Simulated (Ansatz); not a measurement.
# Y₂GeH₂: reading a single point

```xyz
5
Lattice="1.9329 3.3479 0.0000 -1.9329 3.3479 0.0000 0.0000 0.0000 6.3422" Properties=species:S:1:pos:R:3 pbc="T T T"
H    -0.0002    2.2320    3.8497
H     0.0002    4.4637    2.4925
Y    -0.0002    2.2320    1.4365
Y     0.0002    4.4637    4.9057
Ge    0.0000    0.0000    0.0000
```

Method: PBE, no spin polarisation; PAW, plane waves to 420 eV, 8×8×4 Γ-centred mesh, methfessel-paxton occupations (width 0.1313 eV) (Ansatz 0.2.0), atoms fixed.

(1) What does the stress say?

(2) Metal or insulator?

(3) Which element gives electrons and which takes them?

(4) Which atom feels the largest force, and which way?

(5) Describe some of the short contacts.

Origin: a known structure type with other elements, at an estimated volume, so it need not be a known compound. Caveats: atoms or cell far from equilibrium.

## Answers

(1) The pressure is 14.1 GPa (compression positive), so with the atoms held at these fractions the cell would first expand; the forces are large, so a full relaxation may end otherwise. The principal stresses 12.4, 14.9, 14.9 GPa differ, so its shape would change too.

(2) It is a metal, with about 0.53 states/eV a cell as the mean within 0.25 eV of the Fermi level, mostly Y d (73 %) and Ge p (14 %).

(3) Bader charges in e: Y +1.63, Ge -1.88, H -0.69. In the mean Y gives up most and Ge takes most.

(4) The largest is on Y3 (and as large on other atoms): 3.57 eV/Å, components (0.00, 0.00, 3.57). It makes 0° with the line to a nearest neighbour, H1 at 2.41 Å, pointing towards it.

(5) H–Y at 2.41 Å: least valence density 0.17 e/Å³ and ELF 0.14 there. H–H at 2.61 Å: least valence density 0.09 e/Å³ and ELF 0.17 there. Y–Ge at 2.65 Å: least valence density 0.34 e/Å³ and ELF 0.32 there. These are pseudo-fields; inside the PAW spheres they differ from the all-electron ones.
